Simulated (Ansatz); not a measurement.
Relaxation of a generated trial cell of MoS2 in the marcasite structure type; 6 atoms in the cell, which starts as Pnnm (No. 58), oP6; a = 4.7909 Å, b = 5.8472 Å, c = 3.6502 Å, α = β = γ = 90.00°. Computed with r2SCAN (plane waves to 500 eV, PAW, scalar-relativistic; Ansatz, an electronic-structure program). Γ-centred k-mesh 5×4×6 on the run's cell (coarser than for final values), Fermi–Dirac smearing 0.05 eV. This is the first round of the run. 

The optimiser's lines from the output (shortened; P is positive under compression):

```
relax step   1: F+E_penalty+E_count = -13560.99296311 eV  Δ(F+E_penalty+E_count) = +0.000e0 eV  max|allowed force component| = 9.479e-1 eV/Å  Δτ_max = 0.0000 Å  P = -0.141 GPa  Ω = 102.255 Å³  (9 SCF iters, dr2 threshold 1.00e-7 eV, accepted)
relax step   2: F+E_penalty+E_count = -13561.73372340 eV  Δ(F+E_penalty+E_count) = -7.408e-1 eV  max|allowed force component| = 3.975e-1 eV/Å  Δτ_max = 0.0647 Å  P = -1.687 GPa  Ω = 101.544 Å³  (7 SCF iters, dr2 threshold 6.00e-7 eV, accepted)
relax step   3: F+E_penalty+E_count = -13562.16648014 eV  Δ(F+E_penalty+E_count) = -4.328e-1 eV  max|allowed force component| = 1.165e-1 eV/Å  Δτ_max = 0.0308 Å  P = +0.704 GPa  Ω = 99.093 Å³  (7 SCF iters, dr2 threshold 6.00e-7 eV, accepted)
relax step   4: F+E_penalty+E_count = -13562.28493366 eV  Δ(F+E_penalty+E_count) = -1.185e-1 eV  max|allowed force component| = 2.193e-1 eV/Å  Δτ_max = 0.0055 Å  P = -2.537 GPa  Ω = 100.799 Å³  (7 SCF iters, dr2 threshold 6.00e-7 eV, accepted)
relax step   5: F+E_penalty+E_count = -13562.30492257 eV  Δ(F+E_penalty+E_count) = -1.999e-2 eV  max|allowed force component| = 7.316e-2 eV/Å  Δτ_max = 0.0650 Å  P = -1.245 GPa  Ω = 101.525 Å³  (6 SCF iters, dr2 threshold 6.00e-7 eV, accepted)
relax step   6: F+E_penalty+E_count = -13562.31477681 eV  Δ(F+E_penalty+E_count) = -9.854e-3 eV  max|allowed force component| = 2.355e-2 eV/Å  Δτ_max = 0.0276 Å  P = +0.082 GPa  Ω = 99.906 Å³  (6 SCF iters, dr2 threshold 6.00e-7 eV, accepted)
relax step   7: F+E_penalty+E_count = -13562.31521064 eV  Δ(F+E_penalty+E_count) = -4.338e-4 eV  max|allowed force component| = 6.145e-3 eV/Å  Δτ_max = 0.0049 Å  P = -0.016 GPa  Ω = 99.869 Å³  (5 SCF iters, dr2 threshold 1.76e-7 eV, accepted)
relax step   8: F+E_penalty+E_count = -13562.31522323 eV  Δ(F+E_penalty+E_count) = -1.259e-5 eV  max|allowed force component| = 1.808e-3 eV/Å  Δτ_max = 0.0005 Å  P = +0.011 GPa  Ω = 99.872 Å³  (4 SCF iters, dr2 threshold 2.78e-8 eV, accepted)
relax step   9: F+E_penalty+E_count = -13562.31522851 eV  Δ(F+E_penalty+E_count) = -5.282e-6 eV  max|allowed force component| = 5.929e-4 eV/Å  Δτ_max = 0.0002 Å  P = -0.000 GPa  Ω = 99.871 Å³  (4 SCF iters, dr2 threshold 6.79e-9 eV, accepted)
relax step  10: F+E_penalty+E_count = -13562.31572799 eV  Δ(F+E_penalty+E_count) = -4.995e-4 eV  max|allowed force component| = 5.558e-4 eV/Å  Δτ_max = 0.0000 Å  P = +0.002 GPa  Ω = 99.871 Å³  stress off target by 1.39e-2 GPa  SCF on the basis re-selected at this cell (its energy is not comparable with the rows above)  (7 SCF iters)
```

From the first to the last row the energy changes by -0.22 eV/atom and the volume by -2.3 %. The last row is marked as not comparable with the walk above it, whose basis was carried along; it does compare with step 1, since both stand on a basis selected at the nominal cutoff for their own cell.

Later rounds, restarted from the end of this one on a renewed k-mesh, logged 6 more steps and released under 0.01 eV/atom more. The final structure after all rounds: Pnnm (No. 58), oP6, AFLOW prototype AB2_oP6_58_a_g (as in Fe2C); a = 5.254 Å, b = 6.005 Å, c = 3.174 Å, α = 90.00°, β = 90.00°, γ = 90.00°. Between re-selections the logged energies stand on a plane-wave basis carried along with the cell. No spin polarisation in the result.

The run could not lose the symmetry of its start; a randomly shaken copy of 12 atoms returns to this structure.

The relaxed structure here is a generated cell of MoS2: the first start was made by placing the elements on the sites of a structure type, and the end was not matched to a known phase here, so it may be hypothetical. Known forms of MoS2 include space group No. 160, 194.
